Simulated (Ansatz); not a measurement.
Pt:
```
Pt
1.0
   -1.55055     1.55055     1.55055
    1.55055    -1.55055     1.55055
    1.55055     1.55055    -1.55055
Pt
1
Cartesian
  0.00000   0.00000   0.00000
```

Relaxed with LDA. Special points in fractions of this cell's reciprocal vectors: Γ (0.000, 0.000, 0.000); H (0.500, -0.500, 0.500); N (0.000, 0.000, 0.500); P (0.250, 0.250, 0.250).

### Question
List the band energies nearest the Fermi level at these points for LDA in the plane-wave PAW code Ansatz.

### Answer
In eV from the Fermi level; about four levels below and three above (degenerate sets whole), none deeper than 8.9 eV; … stands for higher levels left out; points with the same levels are listed once.

| k | below | above |
|---|---|---|
| Γ | -3.88 -3.88 -3.88 -1.12 -1.12 | … |
| H | -6.71 -6.71 | 0.55 0.55 0.55 |
| N | -7.22 -5.44 -1.32 -0.74 | 0.01 1.14 … |
| P | -4.74 -4.74 -4.74 -0.66 -0.66 | 4.86 … |

Space group Im-3m (bcc (W type)). The workflow started from a Materials Project entry (that database holds measured and hypothetical structures alike); the Crystallography Open Database copy checked does not list it. It is not the phase usual at ambient conditions (space group No. 225). The LDA relaxation kept the symmetry of its start. At this level the phase is mechanically unstable. No spin polarisation was allowed. Spin–orbit coupling is left out wherever it is not named.

Potentials: the later of the program's two PAW sets.
